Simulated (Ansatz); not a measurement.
CuCl:
```cif
data_Cl4Cu4
_chemical_formula_sum 'Cu4 Cl4'
_space_group_name_H-M_alt 'F-43m'
_space_group_IT_number 216
_space_group_name_Hall 'F -4 2 3'
_cell_length_a 5.20747
_cell_length_b 5.20747
_cell_length_c 5.20747
_cell_angle_alpha 90.000
_cell_angle_beta 90.000
_cell_angle_gamma 90.000
loop_
_atom_site_label
_atom_site_type_symbol
_atom_site_symmetry_multiplicity
_atom_site_Wyckoff_symbol
_atom_site_fract_x
_atom_site_fract_y
_atom_site_fract_z
_atom_site_occupancy
Cu1 Cu 4 a 0.00000 0.00000 0.00000 1
Cl1 Cl 4 c 0.25000 0.25000 0.25000 1
```
(The calculation used a cell of 2 atoms; values per cell refer to that cell.)

Relaxed with LDA.

### Question
Decompose the optical modes at the zone centre into irreducible representations, and say which are infrared and Raman allowed.

### Answer
Point group -43m: Γ_opt = T2. Infrared: T2. Raman: T2.

### Question
Assign frequencies (DFPT, LDA in the plane-wave PAW code Ansatz; without the LO–TO term).

### Answer
T2 190 cm⁻¹.

The LDA relaxation kept the symmetry of its start; phonons on a q-mesh show no instability. No spin polarisation was allowed.

Potentials: the earlier of the program's two PAW sets.
